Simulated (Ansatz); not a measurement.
RbPbF3:
```cif
data_F3PbRb
_chemical_formula_sum 'Rb1 Pb1 F3'
_space_group_name_H-M_alt 'P 1'
_space_group_IT_number 1
_cell_length_a 4.78610
_cell_length_b 4.78610
_cell_length_c 4.78610
_cell_angle_alpha 90.000
_cell_angle_beta 90.000
_cell_angle_gamma 90.000
loop_
_space_group_symop_operation_xyz
  'x, y, z'
loop_
_atom_site_label
_atom_site_type_symbol
_atom_site_fract_x
_atom_site_fract_y
_atom_site_fract_z
_atom_site_occupancy
Rb1 Rb 0.00000 0.00000 0.00000 1
Pb1 Pb 0.50000 0.50000 0.50000 1
F1 F 0.00000 0.50000 0.50000 1
F2 F 0.50000 0.00000 0.50000 1
F3 F 0.50000 0.50000 0.00000 1
```

Relaxed with PBEsol.

Question: Which orbitals make up the states near the band edges in plane-wave PAW PBEsol (Ansatz code)?

Answer: Top 1 eV of the valence band: F 2p 56 %, Pb 6s 37 %, Pb 6p 6 %. Bottom 1 eV of the conduction band: Pb 6p 62 %, Rb 5s 16 %, F 2p 9 %, F 2s 6 %. Projections are on Löwdin-orthogonalised atomic valence shells; empty p or d shells of many metals are not among them.

Question: Tabulate the density of states.

Answer: States/eV per cell of 5 atoms, in 0.25 eV bins, energy from the valence-band maximum.

```tsv
E (eV)	total	F 2p	Pb 6p	Rb 5s
-7.85	1.14	0.40	0.02	0.02
-7.60	0.91	0.31	0.02	0.02
-7.35	0.46	0.15	0.01	0.02
-7.10	0.25	0.08	0.01	0.01
-6.85	0.14	0.04	0.01	0.01
-6.60	0.07	0.02	0.00	0.00
-6.35	0.02	0.00	0.00	0.00
-6.10	0.00	0.00	0.00	0.00
-5.85	0.00	0.00	0.00	0.00
-5.60	0.75	0.60	0.14	0.00
-5.35	4.75	3.88	0.80	0.00
-5.10	2.60	2.15	0.38	0.00
-4.85	2.30	1.91	0.28	0.01
-4.60	2.47	2.08	0.23	0.03
-4.35	9.40	8.35	0.45	0.32
-4.10	9.45	9.10	0.12	0.00
-3.85	23.53	23.15	0.06	0.00
-3.60	9.02	8.90	0.02	0.00
-3.35	0.29	0.22	0.01	0.00
-3.10	0.34	0.23	0.01	0.00
-2.85	0.40	0.26	0.02	0.00
-2.60	0.52	0.33	0.02	0.00
-2.35	0.69	0.42	0.03	0.00
-2.10	1.04	0.63	0.04	0.00
-1.85	1.05	0.62	0.05	0.00
-1.60	0.95	0.55	0.05	0.00
-1.35	0.89	0.51	0.05	0.00
-1.10	0.79	0.45	0.04	0.00
-0.85	0.41	0.23	0.02	0.00
-0.60	0.23	0.13	0.01	0.00
-0.35	0.11	0.06	0.01	0.00
-0.10	0.02	0.01	0.00	0.00
0.15	0.00	0.00	0.00	0.00
0.40	0.00	0.00	0.00	0.00
0.65	0.00	0.00	0.00	0.00
0.90	0.00	0.00	0.00	0.00
1.15	0.00	0.00	0.00	0.00
1.40	0.00	0.00	0.00	0.00
1.65	0.00	0.00	0.00	0.00
1.90	0.00	0.00	0.00	0.00
2.15	0.00	0.00	0.00	0.00
2.40	0.00	0.00	0.00	0.00
2.65	0.00	0.00	0.00	0.00
2.90	0.57	0.04	0.39	0.07
3.15	2.91	0.23	2.00	0.34
3.40	3.31	0.30	2.20	0.42
3.65	3.27	0.31	1.65	0.83
3.90	1.33	0.13	0.95	0.09
4.15	1.14	0.12	0.86	0.02
4.40	1.42	0.16	1.04	0.03
4.65	1.70	0.21	1.22	0.05
4.90	1.72	0.21	1.16	0.06
5.15	2.73	0.31	1.62	0.12
5.40	3.14	0.36	1.76	0.15
5.65	1.27	0.14	0.60	0.25
5.90	4.34	0.22	0.93	0.94
6.15	4.78	0.20	0.93	1.28
6.40	3.34	0.08	0.44	0.83
6.65	2.55	0.04	0.17	0.24
6.90	4.00	0.04	0.19	0.24
7.15	3.41	0.03	0.08	0.11
7.40	6.26	0.05	0.13	0.15
7.65	3.49	0.03	0.12	0.12
```

Space group Pm-3m (cubic perovskite). The first step of the workflow began from a Materials Project structure, measured or hypothetical; the Crystallography Open Database copy checked does not list it. Whether it is the stable phase at ambient conditions was not checked. The PBEsol relaxation kept the symmetry of its start; its stability against distortions is not shown here. Spin–orbit coupling is left out wherever it is not named.

Potentials: the later of the program's two PAW sets.
